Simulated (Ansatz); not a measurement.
Starting cell, ZrC (rock salt):

```
ZrC
1.0
    0.00000     2.35572     2.35572
    2.35572     0.00000     2.35572
    2.35572     2.35572     0.00000
Zr C
1 1
Direct
  0.00000   0.00000   0.00000
  0.50000   0.50000   0.50000
```

Scan: atom 1 (Zr, nearest neighbour C at 2.356 Å; its periodic images, 3.3 Å or more away, move with it) is displaced along Cartesian [111], direction (0.577, 0.577, 0.577) in Cartesian axes, by s. The other atoms stay.

These are r2SCAN (plane waves to 500 eV, PAW, scalar-relativistic; Ansatz, a first-principles code) values and carry that method's errors. k mesh 14×14×14 (Γ-centred), Fermi-Dirac smearing 0.05 eV. Energies are smeared free energies. Stress and pressure are positive under compression. With partly filled bands, energies and forces of such displacements shift with the k mesh and the smearing. F∥ is the force on the atom along that direction. ZrC is run without spin polarisation. ZrC was relaxed with its symmetry unable to fall. The zero of ΔE is the undisplaced structure.

```
s (Å)   ΔE (meV/cell)  P (GPa)  F∥ (eV/Å)
------  -------------  -------  ---------
-0.240              ?      4.1      1.346
-0.192              ?      2.7      1.049
-0.144              ?      1.5      0.804
-0.096             28      0.7      0.577
-0.048              7      0.2      0.298
0.000               0      0.0      0.000
0.048               7      0.2     -0.298
0.096              28      0.7     -0.577
0.144               ?      1.5     -0.804
0.192               ?      2.7     -1.049
0.240               ?      4.1     -1.346
```

### Question
Complete the blanks.

### Answer

- -0.240, ΔE (meV/cell): 163
- -0.192, ΔE (meV/cell): 106
- -0.144, ΔE (meV/cell): 62
- 0.144, ΔE (meV/cell): 62
- 0.192, ΔE (meV/cell): 106
- 0.240, ΔE (meV/cell): 163

(For displaced atoms, the force is minus the slope of the energy, and its curvature is a force constant, which sets phonon frequencies.)
